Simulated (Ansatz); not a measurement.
WC:
```
WC
1.0
    2.70428     0.00000     0.00000
    0.00000     2.70428     0.00000
    0.00000     0.00000     2.70428
W C
1 1
Direct
  0.00000   0.00000   0.00000
  0.50000   0.50000   0.50000
```

Relaxed with PBEsol. Special points in fractions of this cell's reciprocal vectors: Γ (0.000, 0.000, 0.000); X (0.000, 0.500, 0.000); M (0.500, 0.500, 0.000); R (0.500, 0.500, 0.500).

Question: List the band energies nearest the Fermi level at these points for plane-wave PAW PBEsol with spin–orbit coupling (Ansatz code).

Answer: In eV from the Fermi level; about four levels below and three above (degenerate sets whole), none deeper than 8.9 eV; points with the same levels are listed once.

```tsv
k	below	above
Γ	-5.11 -5.11 -5.11 -5.11 -0.10 -0.10	0.38 0.38 0.38 0.38
X	-3.39 -3.39 -3.20 -3.20	3.75 3.75 4.87 4.87
M	-4.04 -4.04 -4.00 -4.00	0.01 0.01 0.30 0.30
R	-8.26 -8.26 -7.92 -7.92	5.97 5.97 6.25 6.25 6.25 6.25
```

Space group Pm-3m (CsCl type). The cell is a constructed one: a structure type filled with these elements; neither database checked (COD, Materials Project) lists it. It is not the phase usual at ambient conditions (space group No. 187). The cell was relaxed with PBEsol under the symmetry of its start; its stability against distortions is not shown here. No spin polarisation was allowed.

Potentials: the earlier of the program's two PAW sets. The files were generated under PBE; for other functionals the program regenerates the frozen cores, and for LDA and PBEsol the local potential too.
